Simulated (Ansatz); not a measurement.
Data:

Si₃Mo₅:
```xyz
16
Lattice="-4.7763 4.7763 2.4208 4.7763 -4.7763 2.4208 4.7763 4.7763 -2.4208" Properties=species:S:1:pos:R:3 pbc="T T T"
Si     0.0000     0.0000     3.6313
Si     0.0000     0.0000     1.2104
Mo     4.7763     0.0000     1.2104
Mo     0.0000     4.7763     1.2104
Si     6.3769     1.6006     0.0000
Si     3.1757     1.6006     2.4208
Si    -1.6006     3.1757     2.4208
Si     1.6006     3.1757     0.0000
Mo     0.7317     2.1437     2.4208
Mo     2.6326     5.5080     0.0000
Mo     4.0447     2.6326     0.0000
Mo     2.1437    -0.7317     2.4208
Mo     0.7317     7.4089     0.0000
Mo     2.6326     4.0447     2.4208
Mo     4.0447    -2.6326     2.4208
Mo     2.1437     0.7317     0.0000
```

This is the LDA-relaxed structure.

All from plane-wave PAW LDA (Ansatz code), unless another level is named. Predict the electronic character.

metallic (no gap).

What about the density of states at the Fermi level?

0.53 states/eV per atom (mean over ±0.08 eV).

What about the formation energy from the elements (no fitted shifts)?

-0.45 eV/atom.

Space group I4/mcm. The workflow started from an entry of the Crystallography Open Database (COD). Whether it is the stable phase at ambient conditions was not checked. The cell was relaxed with LDA under the symmetry of its start; whether a distortion lowers the energy is not shown. No spin polarisation was allowed. The references are the lowest solids computed at this level, not always the standard phases. Scalar-relativistic: spin–orbit coupling is off unless named, which matters more the heavier the elements.

Potentials: the later of the program's two PAW sets.
